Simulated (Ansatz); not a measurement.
The elements of this relaxed trial crystal are hidden behind letters.

```
lattice vectors (Å)
   3.9145    0.0000    0.0000
   0.0000    3.9145    0.0000
   0.0000    0.0000    5.5115
fractional positions
X 0.5000 0.5000 0.5000
Z 0.0000 0.0000 0.0000
Z 0.0000 0.0000 0.5000
Z 0.5000 0.5000 0.0000
```

These are results of Ansatz 0.2.0, DFT PBE, scalar-relativistic, plane waves, PAW, not measurements. The final run on the 4-atom cell used 420 eV, a Γ-centred 12×12×10 mesh, 0.10 eV smearing and collinear spin.

- Space group: P4/mmm (No. 123)
- Conventional cell: a = 3.915 Å, c = 5.512 Å
- Volume per atom: 21.11 Å³
- Density: 5.60 g/cm³
- Formation energy: −0.26 eV/atom
- Gap on the 12×12×10 mesh of the 4-atom cell: 0 eV (a metal)
- Net moment per atom: 0.45 μB

Energies are uncorrected and count from the elements' standard states at the same level.

Q: X is a d-block element of period 4 and Z is a p-block element of period 4. Which elements are they?

A: X = Ti, Z = Se, so the formula is TiSe3. Density times volume gives a mean mass of 5.60 × 21.11/1.6605 = 71.2 u per atom, and this set has 71.2 u. Around Ti lie 6 Se at 2.76–2.77 Å; around Se on its first site lie 6 Se at 2.76–2.77 Å; Se on its second site has 2 Se at 2.76 Å and 4 Ti at 2.77 Å; 1 more site not described. Other sets within the hints have nearly the same mass, so mass alone doesn't settle it; this one was computed.

Another magnetic order may lie lower. A structure relaxed within its symmetry needn't be a true minimum. Another cell of TiSe3 relaxed alike but without spin, in P-62m, lies 240 meV/atom lower, so this cell isn't the stable form at this level.
